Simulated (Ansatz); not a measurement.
Trial structure of Al₄C, not yet relaxed:

```
Al C
1.0
     2.89294    0.00000    0.00000
    -1.44647    2.50536    0.00000
     0.00000    0.00000    9.30219
Al C
4 1
Direct
  0.33333 0.66667 0.86586
  0.33333 0.66667 0.37680
  0.66667 0.33333 0.13414
  0.66667 0.33333 0.62320
  0.00000 0.00000 0.00000
```

Method: DFT PBE, scalar-relativistic, plane waves, PAW (Ansatz). Plane waves to 420 eV, a k mesh through Γ of 6×6×2 on the computed 5-atom cell and Gaussian smearing (0.10 eV); no spin polarisation.

Formation energies are uncorrected and refer to the elements' standard structures at the same level.

Task: How far from equilibrium is it?

Result: The pressure is 3.7 GPa (the mean over three directions, positive in compression), the largest force is 1.02 eV/Å, and the energy is +0.16 eV/atom against the elements. The shortest distance is 2.08 Å.

Task: Is it a good guess?

Result: A fair one: relaxing gains about 0.11 eV/atom (the start's value is from the coarse mesh, so the gain is rough) in 12 ionic steps and ends at +0.05 eV/atom on the finer mesh. The symmetry stays P-3m1 (No. 164). The volume per atom grows by 7.1 %, from 13.5 to 14.4 Å³. The shortest distance goes from 2.08 Å (Al–C) to 2.05 Å (Al–C). Conventional cell: a = 3.060 Å, c = 8.904 Å. Around Al on its first site lie 3 C at 2.05 Å and 12 Al at 2.74–3.06 Å; Al on its second site has 12 Al at 2.83–3.06 Å; C is surrounded by 6 Al at 2.05 Å.

The last run used a 15×15×4 mesh (in the run's order of axes) for its 5-atom cell and Gaussian smearing of 0.10 eV. The reference form of C is held partly by dispersion forces, which this level lacks. The relaxation can't lower the symmetry of the start, and the grade says only how near the guess is to its own end. A later test with randomly moved atoms ended 1 meV/atom higher, in P-3m1 at a loose tolerance, which is no clear verdict on its stability.
